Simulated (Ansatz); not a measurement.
PtS₂ in space group Pca2_1 (No. 29; Pt on 4a, S on 4a, S on 4a) under volume change, plane-wave PAW r²SCAN (Ansatz code), shape and atoms relaxed at each volume.

```tsv
V (Å³/atom)	E − E(relaxed) (meV/atom)	P (GPa)
15.300	73.2	16.96
15.804	30.6	10.31
16.309	7.2	4.71
16.813	0.0	0.00
17.318	6.5	-3.99
17.822	24.4	-7.35
18.326	52.2	-10.18
```

Problem. What does a third-order Birch–Murnaghan fit give for V₀, B₀ and B′?

Solution. V₀ = 16.81 Å³/atom, B₀ = 144 GPa, B′ = 4.7.

The start of the workflow was typed in or built on a structure type; neither database checked (COD, Materials Project) lists it. COD files the formula under space group No. 164. Whether it is the stable phase at ambient conditions was not checked. The r²SCAN relaxation kept the symmetry of its start; its stability against distortions is not shown here. The run is not spin-polarised. Scalar-relativistic: spin–orbit coupling is off unless named, which matters more the heavier the elements.

Potentials: the earlier of the program's two PAW sets. The files were generated under PBE; for other functionals the program regenerates the frozen cores, and for LDA and PBEsol the local potential too.
